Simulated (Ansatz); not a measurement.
# TiO₂ — field gradients at the nuclei

The cell is a COD entry whose atoms were relaxed with PBE, the cell held.

```cif
data_structure
_symmetry_space_group_name_H-M 'P 1'
_symmetry_Int_Tables_number 1
_cell_length_a 4.5922
_cell_length_b 4.5922
_cell_length_c 2.9574
_cell_angle_alpha 90.000
_cell_angle_beta 90.000
_cell_angle_gamma 90.000
_cell_volume 62.37
loop_
_atom_site_label
_atom_site_type_symbol
_atom_site_fract_x
_atom_site_fract_y
_atom_site_fract_z
_atom_site_occupancy
Ti1 Ti 0.00000 0.00000 0.00000 1
Ti2 Ti 0.50000 0.50000 0.50000 1
O3 O 0.30422 0.30422 0.00000 1
O4 O 0.19578 0.80422 0.50000 1
O5 O 0.69578 0.69578 0.00000 1
O6 O 0.80422 0.19578 0.50000 1
```

Atoms are numbered from 1 in the order listed; like atoms form one site, named after its first atom.

Method: Kohn–Sham DFT in Ansatz, PBE, plane waves and PAW (field gradients read without the response of the frozen cores, which leaves them typically 4 to 6 % off), scalar-relativistic, 420 eV cutoff, Γ-centred 4×4×6 k-points, Fermi–Dirac smearing 0.02 eV.

Conventions: |V_zz| ≥ |V_yy| ≥ |V_xx|, η = (V_xx − V_yy)/V_zz, C_Q = eQV_zz/h.

47Ti: I = 5/2, Q = 302.0 mb; ¹⁷O: I = 5/2, Q = -25.58 mb. Quadrupole moments are those of Pyykkö's year-2017 table.

```
site  atoms (order as listed)          first shell  V_zz (10²¹ V/m²)     η  C_Q (MHz)
  Ti                     1, 2   6 O at 1.95–1.98 Å             -2.13  0.09      -15.6
   O               3, 4, 5, 6  3 Ti at 1.95–1.98 Å              2.48  1.00      -1.53
```

At this cell the PBE pressure is 5 GPa, so with PBE the cell would grow if it were relaxed. Where η is near 1 the sign of V_zz means little.

The relaxation (3 steps) took 7 s of wall time (6.9 s of CPU time) and 0.42 GiB at its peak, on 1 thread of AMD EPYC 7R43 64-Core Processor (Zen 3) (x86_64; 8 cores open to the job, memory cap 3.0 GiB, no GPU), a shared host with a load of 0.6 a core.
